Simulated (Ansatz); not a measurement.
W3N (A15 (Cr3Si type), Pm-3n) under volume change, DFT-PBE in the program Ansatz with PAW potentials, scaled uniformly.

```
V (Å³/atom)  E − E(relaxed) (meV/atom)  P (GPa)
-----------  -------------------------  -------
12.880                           103.0    28.14
13.305                            43.3    17.25
13.729                             ___      ___
14.154                             0.0     0.00
14.579                             ___      ___
15.003                            35.0   -12.56
15.428                            75.0   -17.53
```

Some entries are withheld; supply them.


- 14.579, E − E(relaxed) (meV/atom): 9.2
- 14.579, P (GPa): -6.76
- 13.729, E − E(relaxed) (meV/atom): 10.2
- 13.729, P (GPa): 7.93

What does a third-order Birch–Murnaghan fit give for V₀, B₀ and B′?

V₀ = 14.15 Å³/atom, B₀ = 244 GPa, B′ = 4.2.

The start of the workflow was typed in or built on a structure type; neither database checked (COD, Materials Project) lists it. Its standing as an ambient phase is unchecked. The cell was relaxed with PBE under the symmetry of its start; whether a distortion lowers the energy is not shown. The workflow began spin-polarised and lost its moments. Its formation energy is positive at this level, so the cell may be metastable or incomplete. Spin–orbit coupling is left out wherever it is not named.

Potentials: the earlier of the program's two PAW sets.
